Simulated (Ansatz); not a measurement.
Ga$_{3}$Mo in space group I4/mmm (No. 139; Ga on 2b, Ga on 4d, Mo on 2a), the program Ansatz at the PBE level (PAW), all energies at zero smearing, with the estimated change up to a 700 eV cutoff added, with one set of potentials and settings (totals compare only within such a set). Cell of 4 atoms (3 Ga, 1 Mo): -16305.305 eV.

```
element             reference phase  E (eV/atom)
-------  --------------------------  -----------
Ga        Cmce, 4 atoms in the cell   -3783.0259
Mo       Im-3m, 1 atoms in the cell   -4956.0557
```

Formation energy per atom, worked out: (-16305.305 − 3×(-3783.0259) − 1×(-4956.0557))/4 = -0.043 eV/atom (-4 kJ per mol of atoms), at 0 K, without zero-point energy or fitted corrections.

The cell is a constructed one: a structure type filled with these elements; neither database checked (COD, Materials Project) lists it. Whether it is the stable phase at ambient conditions was not checked. Symmetry was held in the PBE relaxation; its stability against distortions is not shown here. No spin polarisation was allowed. The references are the lowest solids computed at this level, not always the standard phases.

Potentials: the earlier of the program's two PAW sets.
